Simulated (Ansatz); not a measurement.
The computed numbers are results of r²SCAN, scalar-relativistic (no spin polarisation) in the plane-wave PAW code Ansatz at 500 eV, Γ-centred 12×12×12 mesh, 0.05 eV Gaussian smearing. The datasets are Ansatz's generated set soft_2.

A compound XC has these computed properties.

```yaml
Space_group: Fm-3m (No. 225)
Conventional_cell: a = 4.641 Å, b = 4.641 Å, c = 4.641 Å, α = 90.00°, β = 90.00°, γ = 90.00°
Volume: 12.49 Å³/atom
Band_gap: zero (metallic)
Density_of_states_at_the_Fermi_level: 0.11 states/(eV·atom)
Bader_charges: X 2.07; C -2.07 e
f_electrons_orthogonalised_atomic_orbitals: X 13.99
Formation_energy_from_the_elements_0_K_uncorrected: -1.08 eV/atom
Bulk_modulus_Birch–Murnaghan: 245 GPa
Pressure_derivative_B0′: 3.9
```

Sites: X on 4b, C on 4a.

**Question.** Which element is X?
A. Ta
B. Hf
C. Lu
D. W

**Answer.** B. X is Hf, so the compound is HfC.

The compound is reported in the structure type of the start.

Scalar-relativistic only: spin–orbit splittings of the heavy atoms' levels are missing.
